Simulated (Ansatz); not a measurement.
NiGe:
```xyz
8
Lattice="5.2762 0.0000 0.0000 0.0000 3.4685 0.0000 0.0000 0.0000 5.8172" Properties=species:S:1:pos:R:3 pbc="T T T"
Ni     2.6646     0.8671     4.0358
Ni     2.6116     2.6014     1.7814
Ni     5.2496     2.6014     1.1272
Ni     0.0265     0.8671     4.6900
Ge     3.6461     0.8671     0.5042
Ge     1.6301     2.6014     5.3130
Ge     4.2682     2.6014     3.4128
Ge     1.0080     0.8671     2.4044
```

Relaxed with r²SCAN. Special points in fractions of this cell's reciprocal vectors: Γ (0.000, 0.000, 0.000); X (0.500, 0.000, 0.000); S (0.500, 0.500, 0.000); Y (0.000, 0.500, 0.000); Z (0.000, 0.000, 0.500); U (0.500, 0.000, 0.500); R (0.500, 0.500, 0.500); T (0.000, 0.500, 0.500).

Question: List the band energies nearest the Fermi level at these points for plane-wave PAW r²SCAN (Ansatz code).

Answer: In eV from the Fermi level; about four levels below and three above (degenerate sets whole), none deeper than 8.9 eV; points with the same levels are listed once.

```csv
k,below,above
Γ,-1.79 -1.20 -1.14 -0.84,0.81 0.95 3.90
X,-1.82 -1.82 -1.72 -1.72,0.95 0.95 1.45 1.45
S,-1.47 -1.47 -1.47 -1.47,0.26 0.26 0.26 0.26
Y,-1.35 -1.35 -0.55 -0.55,2.13 2.13 2.36 2.36
Z,-1.35 -1.35 -0.25 -0.25,0.98 0.98 2.83 2.83
U,-1.99 -1.99 -0.96 -0.96,0.80 0.80 2.59 2.59 2.59 2.59
R,-1.71 -1.71 -1.71 -1.71,2.46 2.46 2.46 2.46
T,-1.81 -1.81 -1.63 -1.63,0.36 0.36 0.82 0.82
```

Space group Pnma. The r²SCAN relaxation kept the symmetry of its start. No spin polarisation was allowed. Scalar-relativistic: spin–orbit coupling is off unless named, which matters more the heavier the elements.

Potentials: the earlier of the program's two PAW sets. The files were generated under PBE; for other functionals the program regenerates the frozen cores, and for LDA and PBEsol the local potential too.
